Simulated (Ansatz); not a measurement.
# GaIr: from a starting cell to a relaxed one

The start is a generated cell, GaIr built in the AFLOW prototype AB_hR2_166_a_b (L1_1, as in CuPt). Cell shape, volume and atoms are optimised at zero target pressure with PBE (plane waves to 420 eV, PAW, scalar-relativistic; Ansatz, a quantum-chemistry and plane-wave program). First-step values are on the input's coarse k-mesh.

Ansatz input (later rounds restart from its end on a renewed k-mesh):
Ansatz 0.2 input:
```yaml
crystal:
  lattice:
    - [1.3595817, 0.7849548, 4.3379198]
    - [-1.3595817, 0.7849548, 4.3379198]
    - [0, -1.5699097, 4.3379198]
  atoms:
    - { symbol: Ga, position: [0, 0, 0] }
    - { symbol: Ir, position: [0.5, 0.5, 0.5] }
basis: { ecutwfc: 420, ecutrho_ratio: 4, xc_grid: 2, fft_grid_basis: typed }
kpoints: { mp_grid: { grid: [14, 14, 14] } }
hamiltonian:
  xc: pbe
  dispersion: none
  pseudopotentials: { kind: paw }
scf: { occupations: { method: fermi_dirac, width: 0.05 } }
relax: { f_tol: 0.01, max_steps: 100, cell: { stress_tol: 0.02 } }
output: { forces: true, stress: true }
```

### Question
What pressure does the first self-consistent step give?

### Answer
+13.7 GPa (positive: the cell is compressed).

### Question
By how much does the energy per atom fall from start to end?

### Answer
0.11 eV/atom.

### Question
How does the volume change?

### Answer
+6.0 %, from 13.89 to 14.73 Å³/atom.

### Question
How do the shortest distances between atoms change?

### Answer
The closest pairs of elements (up to four, under 3.6 Å), start → end: Ga–Ir 2.68 → 2.64 Å; Ga–Ga 2.72 → 2.89 Å; Ir–Ir 2.72 → 2.89 Å.

### Question
Write out the relaxed structure.

### Answer

```cif
data_Ga3Ir3
_chemical_formula_sum 'Ga3 Ir3'
_space_group_name_H-M_alt 'R-3m :H'
_space_group_IT_number 166
_space_group_name_Hall '-R 3 2"'
_cell_length_a 2.88567
_cell_length_b 2.88567
_cell_length_c 12.25266
_cell_angle_alpha 90.000
_cell_angle_beta 90.000
_cell_angle_gamma 120.000
loop_
_atom_site_label
_atom_site_type_symbol
_atom_site_symmetry_multiplicity
_atom_site_Wyckoff_symbol
_atom_site_fract_x
_atom_site_fract_y
_atom_site_fract_z
_atom_site_occupancy
Ga1 Ga 3 a 0.00000 0.00000 0.00000 1
Ir1 Ir 3 b 0.00000 0.00000 0.50000 1
```
(The calculation used a cell of 2 atoms; values per cell refer to that cell.)

The space group stays R-3m (No. 166) (the run could not lower it); the end is AFLOW prototype AB_hR2_166_a_b (L1_1, as in CuPt), with 2 atoms in the primitive cell. Final values are on a 19×19×19 k-mesh of the relaxed cell. No spin polarisation in the result.

The run could not lose the symmetry of its start, so the end can be a saddle point.

All atoms sit on sites fixed by symmetry, so only the cell could relax.

The relaxed structure here is a generated cell of GaIr: the first start was made by placing the elements on the sites of a structure type, and the end was not matched to a known phase here, so it may be hypothetical.
